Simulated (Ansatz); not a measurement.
ZrSi2:
```
ZrSi2
1.0
    4.59153     0.00000     0.00000
    0.00000     4.59153     0.00000
    0.00000     0.00000     2.93069
Si Zr
2 1
Direct
  0.50000   0.00000   0.00000
  0.00000   0.50000   0.00000
  0.00000   0.00000   0.50000
```

Relaxed with HSE06. Special points in fractions of this cell's reciprocal vectors: Γ (0.000, 0.000, 0.000); X (0.000, 0.500, 0.000); M (0.500, 0.500, 0.000); Z (0.000, 0.000, 0.500); R (0.000, 0.500, 0.500); A (0.500, 0.500, 0.500).

### Question
List the band energies nearest the Fermi level at these points for the program Ansatz at the HSE06 level (PAW).

### Answer
In eV from the Fermi level; about four levels below and three above (degenerate sets whole), none deeper than 8.9 eV; points with the same levels are listed once.

```
k                    below           above
-  -----------------------  --------------
Γ  -8.57 -2.95 -2.95 -2.28  0.15 2.73 2.73
X  -2.71 -1.45 -0.67 -0.65  2.64 3.85 5.36
M  -6.25 -5.45 -1.55 -0.14  2.71 2.71 4.52
Z  -4.36 -4.36 -4.16 -3.77  2.57 3.79 3.79
R  -6.39 -4.93 -4.00 -3.52  1.32 1.43 1.46
A  -3.21 -3.21 -2.19 -1.68  0.04 1.35 1.39
```

Space group P4/mmm. A made-up cell: these elements were put on the sites of a structure type; neither database checked (COD, Materials Project) lists it. COD files the formula under space group No. 63. Its standing as an ambient phase is unchecked. The HSE06 relaxation kept the symmetry of its start; its stability against distortions is not shown here. No spin polarisation was allowed. The hybrid run found no gap, on a coarse k-mesh. Spin–orbit coupling is left out wherever it is not named.

Potentials: the later of the program's two PAW sets.
